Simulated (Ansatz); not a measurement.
## Calculated 57Fe Mössbauer parameters for BAs with Fe replacing B

Cell: a supercell of BAs (zinc blende type, F-43m) built from a COD entry, with the ions relaxed around the defect (PBE).

```cif
data_FeB26As27
_symmetry_space_group_name_H-M 'F-43m'
_symmetry_Int_Tables_number 216
_cell_length_a 14.3310
_cell_length_b 14.3310
_cell_length_c 14.3310
_cell_angle_alpha 90.000
_cell_angle_beta 90.000
_cell_angle_gamma 90.000
loop_
_atom_site_label
_atom_site_type_symbol
_atom_site_symmetry_multiplicity
_atom_site_Wyckoff_symbol
_atom_site_fract_x
_atom_site_fract_y
_atom_site_fract_z
Fe Fe 4 a 0.0000 0.0000 0.0000
B2 B 48 h 0.1677 0.0003 0.1677
B5 B 16 e 0.3334 0.8334 0.1666
B9 B 16 e 0.6665 0.6665 0.3335
B15 B 24 f 0.5000 0.6667 0.5000
As28 As 16 e 0.0885 0.9115 0.0885
As29 As 24 g 0.2500 0.9165 0.2500
As33 As 48 h 0.5832 0.7500 0.4168
As41 As 16 e 0.4167 0.5833 0.4167
As54 As 4 c 0.7500 0.2500 0.7500
```

One atom of each set is listed; the run and its k-mesh use a cell of 54 atoms with edges of 10.13, 10.13, 10.13 Å.

Computed with Ansatz: DFT, PBE, plane waves and PAW, scalar-relativistic, collinear spin, 420 eV cutoff, Γ-centred 2×2×2 k-points, Fermi–Dirac smearing 0.01 eV. Start moments as typed (μB): 5 on each Fe, none on the rest. The program fits them to the shells of the files, so those used differ somewhat.

Isomer shifts (against α-Fe) follow from the electron density at the nucleus, δ = α(ρ − ρ₀), with α = -0.366 mm s⁻¹ a₀³ and ρ₀ = 14904.00 a₀⁻³ from a line fitted to 10 measured compounds at this level of theory (rms miss 0.11 mm/s). ΔE_Q = ½eQV_zz(1 + η²/3)^½ with Q = 0.160 b for the 14.4 keV state. B_c is the Fermi-contact field along the atom's own moment; orbital and dipolar fields are not included.

(1) Where do the absorption lines lie when the magnetic splitting is averaged out (above the ordering temperature, with the gradients of this state)?

## Answers

(1) Fe (1 atom a cell): δ = -0.19, |ΔE_Q| = 0.00 mm/s, a single line at -0.19 mm/s.

The defect repeats with the cell of 54 atoms, so it feels its images: sites between two images don't show the values beside a lone defect, and zeros or small values of η there can come from the images' arrangement. The relaxation keeps the site symmetry -43m of the start, so the impurity can't leave its site; a distortion that would localise the partly filled state isn't explored. The run lost most of its start moments on Fe; a state with other moments may lie lower. Shifts outside the range of the fitted compounds (-0.1 to 1.5 mm/s for Fe) are extrapolations. Semilocal functionals underestimate the core's spin polarisation, so contact fields of ionic iron come out too small in magnitude. On Fe B_c is a small difference of large parts, and can be wrong severalfold and even in sign.

The relaxation (4 steps) took 2.8 min of wall time (11 min of CPU time) and 4.6 GiB at its peak, on 4 threads of Arm Neoverse V2 (aarch64; 8 cores open to the job, memory cap 10.0 GiB, no GPU), a shared host with a load of 0.5 a core.
